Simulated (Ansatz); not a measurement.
Cs2KCoF6:
```xyz
10
Lattice="0.0000 4.4362 4.4362 4.4362 0.0000 4.4362 4.4362 4.4362 0.0000" Properties=species:S:1:pos:R:3 pbc="T T T"
K      4.4362     4.4362     4.4362
Cs     2.2181     2.2181     2.2181
Cs     6.6544     6.6544     6.6544
Co     0.0000     0.0000     0.0000
F      4.4362     1.8544     4.4362
F      4.4362     7.0181     4.4362
F      7.0181     4.4362     4.4362
F      1.8544     4.4362     4.4362
F      4.4362     4.4362     1.8544
F      4.4362     4.4362     7.0181
```

Relaxed with r²SCAN. r²SCAN (plane waves, PAW; program Ansatz) gives a gap of 2.64 eV.

Q: What gap does HSE06 give on the same cell (Ansatz, PAW)?

A: 5.36 eV, 2.73 eV more. The hybrid was solved on a coarser mesh and at special points; the gap given is the minimum over both.

```csv
k,v1 r²SCAN,c1 r²SCAN,v1 HSE06,c1 HSE06
Γ,0.00,2.74,?,?
X,0.00,2.64,-0.06,5.36
L,-0.01,2.82,?,?
W,0.00,2.67,?,?
K,-0.01,2.68,?,?
```

Q: Top valence (v1) and lowest conduction level (c1) in eV from each method's valence maximum (which need not be a listed point): supply the withheld HSE06 values.

A: 
- L, v1 HSE06: -0.04
- L, c1 HSE06: 5.57
- K, v1 HSE06: -0.06
- K, c1 HSE06: 5.41
- W, v1 HSE06: -0.06
- W, c1 HSE06: 5.40
- Γ, v1 HSE06: 0.00
- Γ, c1 HSE06: 5.49

Cost on shared cores: the r²SCAN run (SCF on a 6×6×6 mesh, then bands and DOS) very roughly 2.2 core-minutes, the HSE06 run (SCF on 3×3×3, then a few points) very roughly 4 core-minutes; the tasks are unlike.

Space group Fm-3m. The first step of the workflow began from a Materials Project structure, measured or hypothetical; the Crystallography Open Database copy checked does not list it. Whether it is the stable phase at ambient conditions was not checked. The cell was relaxed with r²SCAN under the symmetry of its start; its stability against distortions is not shown here. The run is not spin-polarised. No Hubbard U is applied. Scalar-relativistic: spin–orbit coupling is off unless named, which matters more the heavier the elements.

Potentials: the later of the program's two PAW sets.
